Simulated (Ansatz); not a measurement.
**How long does this Ansatz run take?**

```yaml
crystal:
  lattice:
    - [-3.0335, 3.0335, 2.4385]
    - [3.0335, -3.0335, 2.4385]
    - [3.0335, 3.0335, -2.4385]
  atoms:
    - { symbol: Al, position: [0.6581, 0.1581, 0.8162] }
    - { symbol: Al, position: [0.1581, 0.3419, 0.5] }
    - { symbol: Al, position: [0.3419, 0.8419, 0.1838] }
    - { symbol: Al, position: [0.8419, 0.6581, 0.5] }
    - { symbol: Cu, position: [0.25, 0.25, 0.0] }
    - { symbol: Cu, position: [0.75, 0.75, 0.0] }
kpoints:
  mp_grid: { grid: [12, 12, 12] }
scf:
  occupations: { method: fermi_dirac, width: 0.05 }
hamiltonian:
  xc: r2scan
  pseudopotentials: { kind: paw }
output:
  forces: true
  stress: true
  populations: true
  efg:
    quadrupole_moments_barn: { Al: 0.1466, Cu: -0.22 }
    contact_densities: true
```

```sh
ansatz run input.yaml --threads 1 --pin off --max-ram 3072MiB --backend cpu --events-out ev --progress --plain --runs-dir out
```

It runs on 1 thread of Intel Xeon Platinum 8488C (Sapphire Rapids) (x86_64; 16 cores open to the job, memory cap 3.0 GiB, no GPU), a shared host with a load of 0.3 a core.

**Question.** Estimate the wall time and the peak memory.

**Answer.** About 43 s of wall time (43 s of CPU time) and 0.9 GiB. The run holds 50 valence electrons in 31 bands, about 2233 plane waves a k-point and 163 irreducible k-points, and took 9 SCF iterations. Times on a shared host vary by tens of per cent.
